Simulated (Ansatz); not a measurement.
Values for one crystal, relaxed and computed with LDA (plane waves, PAW; program Ansatz); other levels are named.

```yaml
volume_per_atom: 15.37 Å³
electronic_character: metallic (no gap)
Density of states at the Fermi level: 0.88 states/eV per atom (mean over ±0.08 eV)
Formation energy from the elements (no fitted shifts): -0.51 eV/atom
Bulk modulus (Birch–Murnaghan fit): 286 GPa
Pressure derivative B′: 4.5
zone_centre_stability: no imaginary mode at Γ
```

Task: Which of these materials gives this?
A) NbCd3, Cu3Au type
B) NbIr, Pmma (Ir on 2e, Nb on 2f)
C) IrRu, R-3m (Ru on 3b, Ir on 3a)
D) YIr, CsCl type

Result: B, NbIr, Pmma (Ir on 2e, Nb on 2f)

The start of the workflow was typed in or built on a structure type; the Crystallography Open Database copy checked does not list it. COD files the formula under space group No. 123. Its standing as an ambient phase is unchecked. The LDA relaxation kept the symmetry of its start. No spin polarisation was allowed. The references are the lowest solids computed at this level, not always the standard phases. Spin–orbit coupling is left out wherever it is not named.

Potentials: the later of the program's two PAW sets.
